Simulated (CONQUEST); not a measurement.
Input and output of a self-consistent single point for CsSnI3 (Pm-3m, 5 atoms in the cell; from Materials Project mp-614013) (CONQUEST).

Computed with PBE, numerical atomic orbitals double-zeta with polarisation (the shipped basis), PseudoDojo norm-conserving potentials made for PBE run with CONQUEST.

```
CsSnI3
1.0
    6.28623     0.00000     0.00000
    0.00000     6.28623     0.00000
    0.00000     0.00000     6.28623
Cs Sn I
1 1 3
Direct
  0.50000   0.50000   0.50000
  0.00000   0.00000   0.00000
  0.50000   0.00000   0.00000
  0.00000   0.50000   0.00000
  0.00000   0.00000   0.50000
```

Reference input (self-consistent single point, DFT, PBE, numerical atomic orbitals double-zeta with polarisation (the shipped basis), PseudoDojo norm-conserving potentials made for PBE): basis = DZP; Diag.MPMeshX, Y, Z = 3 3 3; potentials = PseudoDojo norm-conserving PBE; Grid.GridCutoff = 140 Ha; DM.SolutionMethod = diagon; Diag.kT = 0.001837 Ha; Diag.GammaCentred = true; minE.SCTolerance = 1.0e-06; SC.MaxIters = 100; SC.LinearMixingFactor = 0.3; SC.KerkerPreCondition = true; SC.KerkerFactor = 0.1 1/bohr. This run's input differs from it in these lines:

```diff
@@ -19,5 +19,5 @@
 Diag.MPMesh                    T
-Diag.MPMeshX                   3
-Diag.MPMeshY                   3
-Diag.MPMeshZ                   3
+Diag.MPMeshX                   6
+Diag.MPMeshY                   6
+Diag.MPMeshZ                   6
 Diag.GammaCentred              T
```

The program printed (abridged):

```
    PulayMixSC: Starting Pulay mixing, A_up =  0.300 A_dn =  0.300
    PulayMixSC: Spin non-polarised calculation.
    PulayMixSC: with Kerker preconditioning, q0 =  0.100
          Harris-Foulkes Energy            :      -141.149941789159953 Ha
          Free Energy (E-TS)               :      -141.149942391046437 Ha
    PulayMixSC: Pulay iteration     1 residual:              0.11704E-02
          Harris-Foulkes Energy            :      -141.138892175249168 Ha
          Free Energy (E-TS)               :      -141.138893381185369 Ha
    PulayMixSC: Pulay iteration     2 residual:              0.78522E-03
   [... lines left out ...]
          Free Energy (E-TS)               :      -141.130041390243065 Ha
    PulayMixSC: Pulay iteration     7 residual:              0.38173E-05
          Harris-Foulkes Energy            :      -141.130038119279078 Ha
          Free Energy (E-TS)               :      -141.130042078320031 Ha
    PulayMixSC: Pulay iteration     8 residual:              0.10423E-05
          Harris-Foulkes Energy            :      -141.130037699707714 Ha
          Free Energy (E-TS)               :      -141.130041656718674 Ha
    PulayMixSC: Pulay iteration     9 residual:              0.49659E-06
    PulayMixSC: Reached SCF tolerance of  0.49659E-06 after      9 iterations
      | Number of electrons      =        44.000084
      | GS Energy as E-(1/2)TS   =      -141.130039678213194 Ha
      | Free Energy as E-TS      =      -141.130041656718674 Ha
      |* Harris-Foulkes energy   =      -141.130037699707714 Ha
      |* DFT total energy        =      -141.130037694478062 Ha

    force: Forces on atoms (Ha/a0)
    force:  Atom   X              Y              Z
    force:     1   0.0000000000   0.0000000000   0.0000000000
   [... zero for the other atoms too ...]

    force: Maximum force :        0.00000000(Ha/a0) on atom         2 in z direction
    force: Force Residual:        0.00000000 Ha/a0
    force: Total stress:         -0.13750706    -0.13750706    -0.13750706 GPa
    force: Average pressure:      0.13750706 GPa

    get_E_and_F: Change in energy during last step of electronic optimisation:  0.41957E-06
```

The run converged in 9 iterations. CONQUEST prints the stress tensor with tension positive. Against the reference run the free energy goes up by 36.7 meV/atom and the pressure goes from -0.19 to 0.14 GPa.

Spin-orbit coupling is left out, which matters for bands and gaps with elements this heavy. The program uses no crystal symmetry, so grid and mesh can part values that symmetry would make equal. The atom-centred basis is finite, which shifts total energies and pressures against plane waves. This run is one point of a test of settings, so its values need not be converged; read them against the reference run alone. The structure comes from a collection of computed structures, made at another level of theory; the collection holds predicted forms beside known ones.

Cost on one core: roughly 4 core-minutes.
